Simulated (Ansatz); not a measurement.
An Ansatz (an electronic-structure program) run. Input:

Ansatz 0.2 input:
```yaml
crystal:
  lattice:
    - [5.9273944636, 0.0, 0.0]
    - [0.0, 3.5629240436, 0.0]
    - [0.0, 0.0, 6.9716250737]
  atoms:
    - { symbol: Ca, position: [0.2491684407, 0.25, 0.8889201696] }
    - { symbol: Ca, position: [0.7508315593, 0.75, 0.1110798304] }
    - { symbol: Ca, position: [0.2508315593, 0.75, 0.3889201696] }
    - { symbol: Ca, position: [0.7491684407, 0.25, 0.6110798304] }
    - { symbol: F, position: [0.4789031143, 0.25, 0.1645567117] }
    - { symbol: F, position: [0.5210968857, 0.75, 0.8354432883] }
    - { symbol: F, position: [0.0210968857, 0.75, 0.6645567117] }
    - { symbol: F, position: [0.9789031143, 0.25, 0.3354432883] }
    - { symbol: F, position: [0.6426909408, 0.75, 0.4261060921] }
    - { symbol: F, position: [0.3573090592, 0.25, 0.5738939079] }
    - { symbol: F, position: [0.8573090592, 0.25, 0.9261060921] }
    - { symbol: F, position: [0.1426909408, 0.75, 0.0738939079] }
kpoints:
  mp_grid: { grid: [5, 8, 4] }
hamiltonian:
  xc: r2scan
  pseudopotentials: { kind: paw }
scf:
  occupations: { method: fixed }
checkpoint: { read: static.run }
output: { bader: true, populations: true }
```

Output (shortened):

```
Pseudopotential: Ca, paw, valence charge 10
Pseudopotential: F, paw, valence charge 7
Functional definition: r2SCAN
Crystal: 12 atoms, lattice volume = 147.233 Å³
Basis set: ecut = 500 eV, 3761 PW (Γ), exchange–correlation on 180×108×216 points (64 copies of the dense FFT grid, shifted against one another)
Bands: 60, of which v1, the nominal top of the filled ones, is band 48 counted from 1 (47 counted from 0)
Symmetry: 8 space group operations
Space group: Pnma (ITA 62), of the structure as read, at distance tolerance 5.3e-5 Å
k-points: 45 of 160
Stability of the state it starts from, as read at its close in the unpolarized treatment …
iter 1 solved again at ethr=1.43e-8 eV; its pass at ethr=3.10e-3 eV (dr2=1.38e-5 eV) is discarded
SCF iter   1: F=—  HF=-13792.062339 eV  |F-HF|=—  |Δ(HF+E_count)|=         —  Δρ=1.92e-7  dr2=3.90e-11  dr2_τ=6.97e-12  ethr=1.43e-8  ⟨swp⟩=4.1  Hψ=17508  notcnv=0  defer=450
preconditioner: auto → Resta (q_TF=auto, 2.541 Å⁻¹)
SCF iter   2: F=-13792.062339 eV  HF=-13792.062339 eV  |F-HF|=1.82e-12  |Δ(HF+E_count)|=   2.87e-9  Δρ=1.35e-7  dr2=2.25e-11  dr2_τ=7.90e-12  ethr=1.00e-12  ⟨swp⟩=16.4  Hψ=15824  notcnv=0
SCF 1 converged in 2 iterations: F = -13792.062339 eV  dr2 = 2.25e-11
SCF converged after 2 iterations
Free energy (F): -13792.062339 eV
Harris-Foulkes:  -13792.062339 eV  (|F-HF|=1.82e-12)
Internal energy: -13792.062339 eV  (E = F + TS)
E sigma→0 (E₀):  -13792.062339 eV
Fermi energy:    3.873487 eV
--- Per-component energies (eV) ---
  E_band       = -732.300245
  E_kinetic    = 2788.651226
  E_local      = -6471.520290  (includes V_loc(G=0)·N_el)
  E_nonlocal   = 833.618087
  E_hartree    = 2260.252663
  E_xc         = -1190.514568
  E_vxc        = -1718.272744  (∫ρ·V_xc dr)
  E_paw        = -5079.718882  (= ΣΔE_a)
  E_vpaw       = -800.599380  (= ΣTr[D̂ρ^β])
  E_aug_tail   = 0.008632  (compensation charges beyond the density's cutoff)
  E_vtau       = 115.309035  (kinetic-family band-sum trace: ∫τ·v_τ [+ j·A + Jᵃ·Aᵃ] dr)
  E_ewald      = -6931.705415
  E_core_change = -1.133793  (= ΣΔE_core)
  E_smearing   =  0.000000  (= −TS)
  E_closure    =  0.000000  (closes the sum)
  Σ components = -13792.062339   (vs F -13792.062339, Δ=0.00e0)
  [band-id]    e_kinetic+e_local+e_nonlocal+2·e_hartree+e_vxc+e_vpaw+e_augmentation_tail+e_vtau = -732.300106   (vs E_band -732.300245, Δ=1.38e-4)
--- Band table (eV; the first three rows and the last of 45) ---
  k-point 0: bands = ["-33.4345", "-33.3910", "-33.3875", "-33.3838", "-17.7395", "-17.4092", "-17.4031", "-16.9966", "-16.9616", "-16.7596", "-16.5911", "-16.5430", "-13.5528", "-13.5417", "-13.5147", "-13.4745", "-13.4611", "-13.4598", "-13.4556", …
  k-point 1: bands = ["-33.4297", "-33.4020", "-33.3829", "-33.3824", "-17.7000", "-17.4638", "-17.3500", "-17.0631", "-16.9376", "-16.7890", "-16.5749", "-16.5408", "-13.5335", "-13.5067", "-13.4882", "-13.4762", "-13.4682", "-13.4587", "-13.4527", …
  k-point 2: bands = ["-33.4172", "-33.4172", "-33.3813", "-33.3813", "-17.5922", "-17.5922", "-17.2077", "-17.2077", "-16.8704", "-16.8704", "-16.5470", "-16.5470", "-13.5126", "-13.5126", "-13.4862", "-13.4862", "-13.4540", "-13.4540", "-13.3832", …
  k-point 44: bands = ["-33.3798", "-33.3798", "-33.3732", "-33.3732", "-17.4950", "-17.4950", "-17.4436", "-17.4436", "-16.7167", "-16.7167", "-16.6858", "-16.6858", "-13.6066", "-13.6066", "-13.5870", "-13.5870", "-13.4806", "-13.4806", "-13.4625", …
--- Löwdin populations: 12 sites ---
  site symbol       q [e]
     0     Ca      8.2538
     1     Ca      8.2538
     2     Ca      8.2538
     3     Ca      8.2538
     4      F      7.7760
     5      F      7.7760
     6      F      7.7760
     7      F      7.7760
     8      F      7.7770
     9      F      7.7770
    10      F      7.7770
    11      F      7.7770
  spilling = 0.008052 (of n_electrons = 96.000000)
--- Bader charges: 12 sites ---
  site symbol  charge [e]  shift [e]
     0     Ca      1.6866     0.0005
     1     Ca      1.6866     0.0005
     2     Ca      1.6867     0.0005
     3     Ca      1.6867     0.0005
     4      F     -0.8531     0.0001
     5      F     -0.8531     0.0001
     6      F     -0.8531     0.0001
     7      F     -0.8531     0.0001
     8      F     -0.8336     0.0004
     9      F     -0.8336     0.0004
    10      F     -0.8336     0.0004
    11      F     -0.8336     0.0004
  shift: an alarm, by how much a part of what the PAW files miss would move the charge. Where it is large, compare
  with a run on PAW files of another source; a small one proves nothing
  estimated error of the sums over rays = 1.6e-4 e
```

Cost: roughly 90 core-seconds on shared cores.

The first step of the workflow began from a Materials Project structure, measured or hypothetical; the Crystallography Open Database copy checked does not list it. It is not the phase usual at ambient conditions (space group No. 225). The r²SCAN relaxation kept the symmetry of its start; whether a distortion lowers the energy is not shown.

Potentials: the later of the program's two PAW sets.

Ansatz is a plane-wave DFT program.
